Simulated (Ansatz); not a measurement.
The start is a relaxed HfSiOs cell shaken by Gaussian noise of σ = 0.08 Å a coordinate. The cell and all atomic positions are relaxed at zero pressure with r2SCAN (plane waves to 500 eV, PAW, scalar-relativistic; Ansatz, an electronic-structure program). The first steps use a coarse 4×4×6 k-mesh.

Initial structure:
```
CELL_PARAMETERS angstrom
      6.59922     0.00000     0.00000
     -3.29961     5.71509     0.00000
      0.00000     0.00000     3.72150
ATOMIC_POSITIONS crystal
  Hf 0.40049 0.00145 0.47361
  Hf 0.58748 0.55271 0.47467
  Hf 0.99371 0.41652 0.49782
  Si 0.33638 0.69204 0.96970
  Si 0.64670 0.33381 0.04303
  Si 0.02057 0.00452 0.49518
  Os 0.74592 0.99878 0.99449
  Os 0.25809 0.24014 0.96924
  Os 0.98083 0.72962 0.99465
```

Q: What pressure does the first self-consistent step give?

A: +5 GPa (positive: the cell is compressed).

Q: What is the largest force in the starting geometry, and on which atom (counted from 1)?

A: About 5.9 eV/Å, on Si5 (atoms numbered as listed).

Q: How much energy is released per atom?

A: 0.22 eV/atom.

Q: Is the parent structure recovered?

A: It relaxes back to the parent, P-62m (No. 189).

Q: How do the shortest distances between atoms change?

A: The closest pairs of elements (up to four, under 3.6 Å), start → end: Hf–Si 2.32 → 2.72 Å; Os–Si 2.33 → 2.47 Å; Hf–Os 2.81 → 2.90 Å; Os–Os 2.88 → 2.82 Å.

Q: Is the relaxed structure metallic? Give its gap.

A: Zero (metallic).

It ends as:

```cif
data_Hf3Os3Si3
_chemical_formula_sum 'Hf3 Si3 Os3'
_space_group_name_H-M_alt 'P-62m'
_space_group_IT_number 189
_space_group_name_Hall 'P -6 -2'
_cell_length_a 6.59922
_cell_length_b 6.59922
_cell_length_c 3.72150
_cell_angle_alpha 90.000
_cell_angle_beta 90.000
_cell_angle_gamma 120.000
loop_
_atom_site_label
_atom_site_type_symbol
_atom_site_symmetry_multiplicity
_atom_site_Wyckoff_symbol
_atom_site_fract_x
_atom_site_fract_y
_atom_site_fract_z
_atom_site_occupancy
Hf1 Hf 3 f 0.00000 0.41660 0.00000 1
Si1 Si 2 d 0.33333 0.66667 0.50000 1
Si2 Si 1 a 0.00000 0.00000 0.00000 1
Os1 Os 3 g 0.24661 0.24661 0.50000 1
```

Final values are on a 8×8×13 k-mesh of the relaxed cell. No spin polarisation in the result.

The cell that was disturbed is our relaxation of an entry of Materials Project.
